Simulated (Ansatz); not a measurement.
Ansatz (an electronic-structure program) input:

Ansatz 0.2 input:
```yaml
crystal:
  lattice:
    - [6.1156634926, 0.0, 0.0]
    - [0.0, 7.4033404059, 0.0]
    - [0.0, 0.0, 5.9472290643]
  atoms:
    - { symbol: Zn, position: [0.3896661086, 0.3323643784, 0.86521069] }
    - { symbol: Zn, position: [0.6103338914, 0.6676356216, 0.36521069] }
    - { symbol: Zn, position: [0.1103338914, 0.8323643784, 0.36521069] }
    - { symbol: Zn, position: [0.8896661086, 0.1676356216, 0.86521069] }
    - { symbol: Zn, position: [0.4816095097, 0.9713956099, 0.679842111] }
    - { symbol: Zn, position: [0.5183904903, 0.0286043901, 0.179842111] }
    - { symbol: Zn, position: [0.0183904903, 0.4713956099, 0.179842111] }
    - { symbol: Zn, position: [0.9816095097, 0.5286043901, 0.679842111] }
    - { symbol: N, position: [0.5817639525, 0.1287134407, 0.9012356281] }
    - { symbol: N, position: [0.4182360475, 0.8712865593, 0.4012356281] }
    - { symbol: N, position: [0.9182360475, 0.6287134407, 0.4012356281] }
    - { symbol: N, position: [0.0817639525, 0.3712865593, 0.9012356281] }
    - { symbol: Cl, position: [0.4144610576, 0.3844830943, 0.4095915709] }
    - { symbol: Cl, position: [0.5855389424, 0.6155169057, 0.9095915709] }
    - { symbol: Cl, position: [0.0855389424, 0.8844830943, 0.9095915709] }
    - { symbol: Cl, position: [0.9144610576, 0.1155169057, 0.4095915709] }
kpoints:
  mp_grid: { grid: [5, 4, 5] }
hamiltonian:
  xc: r2scan
  pseudopotentials: { kind: paw }
scf:
  occupations: { method: fixed }
checkpoint: { read: static.run }
output: { bader: true, populations: true }
```

Output (shortened):

```
Pseudopotential: Zn, paw, valence charge 12
Pseudopotential: N, paw, valence charge 5
Pseudopotential: Cl, paw, valence charge 7
Functional definition: r2SCAN
Crystal: 16 atoms, lattice volume = 269.269 Å³
Basis set: ecut = 500 eV, 6845 PW (Γ), exchange–correlation on 180×216×180 points (64 copies of the dense FFT grid, shifted against one another)
Bands: 88, of which v1, the nominal top of the filled ones, is band 72 counted from 1 (71 counted from 0)
Symmetry: 4 space group operations
Space group: Pna21 (ITA 33), of the structure as read, at distance tolerance 6.5e-5 Å
k-points: 27 of 100 (time reversal used)
Stability of the state it starts from, as read at its close in the unpolarized treatment …
iter 1 solved again at ethr=3.07e-8 eV; its pass at ethr=3.10e-3 eV (dr2=4.42e-5 eV) is discarded
SCF iter   1: F=—  HF=-32489.003629 eV  |F-HF|=—  |Δ(HF+E_count)|=         —  Δρ=2.40e-7  dr2=1.24e-10  dr2_τ=8.49e-12  ethr=3.07e-8  ⟨swp⟩=3.1  Hψ=15305  notcnv=0  defer=377
preconditioner: auto → Resta (q_TF=auto, 2.458 Å⁻¹)
SCF iter   2: F=-32489.003629 eV  HF=-32489.003629 eV  |F-HF|=4.00e-11  |Δ(HF+E_count)|=   8.74e-9  Δρ=1.71e-7  dr2=6.56e-11  dr2_τ=1.24e-11  ethr=1.00e-12  ⟨swp⟩=12.3  Hψ=12424  notcnv=0
SCF 1 converged in 2 iterations: F = -32489.003629 eV  dr2 = 6.56e-11
SCF converged after 2 iterations
Free energy (F): -32489.003629 eV
Harris-Foulkes:  -32489.003629 eV  (|F-HF|=4.00e-11)
Internal energy: -32489.003629 eV  (E = F + TS)
E sigma→0 (E₀):  -32489.003629 eV
Fermi energy:    5.067439 eV
--- Per-component energies (eV) ---
  E_band       = -43.148922
  E_kinetic    = 2204.332259
  E_local      = -17410.971266  (includes V_loc(G=0)·N_el)
  E_nonlocal   = 5237.135679
  E_hartree    = 7243.495205
  E_xc         = -1642.889963
  E_vxc        = -1299.583560  (∫ρ·V_xc dr)
  E_paw        = -17975.756064  (= ΣΔE_a)
  E_vpaw       = -3331.512340  (= ΣTr[D̂ρ^β])
  E_aug_tail   = -0.000196  (compensation charges beyond the density's cutoff)
  E_vtau       = 70.459580  (kinetic-family band-sum trace: ∫τ·v_τ [+ j·A + Jᵃ·Aᵃ] dr)
  E_ewald      = -10142.224447
  E_core_change = -2.124835  (= ΣΔE_core)
  E_smearing   =  0.000000  (= −TS)
  E_closure    =  0.000000  (closes the sum)
  Σ components = -32489.003629   (vs F -32489.003629, Δ=0.00e0)
  [band-id]    e_kinetic+e_local+e_nonlocal+2·e_hartree+e_vxc+e_vpaw+e_augmentation_tail+e_vtau = -43.149433   (vs E_band -43.148922, Δ=-5.11e-4)
--- Band table (eV; the first three rows and the last of 27) ---
  k-point 0: bands = ["-10.3076", "-9.8562", "-9.7511", "-9.5588", "-9.3535", "-9.2760", "-9.0153", "-8.6040", "-1.6505", "-1.5532", "-1.5079", "-1.4589", "-1.1221", "-1.0710", "-0.9492", "-0.6757", "-0.6097", "-0.5849", "-0.4988", "-0.4978", "-0.4931", …
  k-point 1: bands = ["-10.2456", "-9.8264", "-9.7866", "-9.5856", "-9.3379", "-9.2179", "-9.0755", "-8.6750", "-1.5453", "-1.4734", "-1.4529", "-1.4207", "-1.0785", "-1.0321", "-1.0296", "-0.7564", "-0.6349", "-0.5800", "-0.5061", "-0.5022", "-0.4881", …
  k-point 2: bands = ["-10.0858", "-9.9044", "-9.7496", "-9.6575", "-9.2884", "-9.1958", "-9.0602", "-8.8533", "-1.3734", "-1.3239", "-1.2937", "-1.2880", "-1.1862", "-1.0187", "-0.9213", "-0.8633", "-0.7708", "-0.6539", "-0.6455", "-0.6445", "-0.5225", …
  k-point 26: bands = ["-9.8720", "-9.8709", "-9.7588", "-9.7562", "-9.2640", "-9.2609", "-9.0351", "-9.0337", "-1.3501", "-1.3276", "-1.3045", "-1.2814", "-1.0355", "-1.0350", "-0.9428", "-0.9351", "-0.7503", "-0.7247", "-0.7141", "-0.6716", "-0.5167", …
--- Löwdin populations: 16 sites ---
  site symbol       q [e]
     0     Zn     10.6509
     1     Zn     10.6509
     2     Zn     10.6509
     3     Zn     10.6509
     4     Zn     10.6976
     5     Zn     10.6976
     6     Zn     10.6976
     7     Zn     10.6976
     8      N      6.6689
     9      N      6.6689
    10      N      6.6689
    11      N      6.6689
    12     Cl      7.6968
    13     Cl      7.6968
    14     Cl      7.6968
    15     Cl      7.6968
  spilling = 0.007938 (of n_electrons = 144.000000)
--- Bader charges: 16 sites ---
  site symbol  charge [e]  shift [e]
     0     Zn      1.1223     0.0103
     1     Zn      1.1223     0.0103
     2     Zn      1.1223     0.0103
     3     Zn      1.1223     0.0103
     4     Zn      1.0717     0.0141
     5     Zn      1.0717     0.0141
     6     Zn      1.0717     0.0141
     7     Zn      1.0717     0.0141
     8      N     -1.4770     0.0245
     9      N     -1.4770     0.0246
    10      N     -1.4770     0.0245
    11      N     -1.4770     0.0245
    12     Cl     -0.7169     0.0002
    13     Cl     -0.7169     0.0002
    14     Cl     -0.7169     0.0002
    15     Cl     -0.7169     0.0002
  shift: an alarm, by how much a part of what the PAW files miss would move the charge. Where it is large, compare
  with a run on PAW files of another source; a small one proves nothing
  estimated error of the sums over rays = 4.7e-4 e
```

Cost: about 6 core-minutes (a rough figure) on shared cores.

Space group Pna2_1. The first step of the workflow began from a Materials Project structure, measured or hypothetical; the Crystallography Open Database files this formula in space group No. 33, but the cells were not matched. Its standing as an ambient phase is unchecked. The cell was relaxed with r²SCAN under the symmetry of its start; its stability against distortions is not shown here.

Potentials: the later of the program's two PAW sets.

Ansatz is a plane-wave DFT program.
